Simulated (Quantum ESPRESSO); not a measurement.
WS₂ is modelled in the hexagonal space group P6₃/mmc (No. 194), Pearson symbol hP6. Conventional cell: a = b = 3.1842 Å, c = 12.9783 Å, α = β = 90.00°, γ = 120.00°. S on 4f has 3 W at 2.411 Å (trigonal pyramidal). W on 2c sees 6 S at 2.411 Å (trigonal prismatic). (Neighbours: up to the widest gap in distance over summed covalent radii, below 1.35, at either atom; cation-cation contacts left out.)

The geometry is that of Materials Project entry mp-224, symmetrised and not relaxed again.

**Question.** What does LDA (pw.x of Quantum ESPRESSO, ONCV potentials, without SOC) give for the electronic structure near the Fermi level?

**Answer.** The LDA gap is indirect, 1.18 eV, from Γ to 43 % of the way from K to Γ; the smallest direct gap is 1.72 eV. Without spin-orbit coupling, band edges of such heavy elements can be off by tenths of an eV.

The distance between layers or molecules is the database entry's, not relaxed here. Functionals without dispersion can leave it too large, which widens gaps and weakens the response across layers: the numbers belong to this cell.
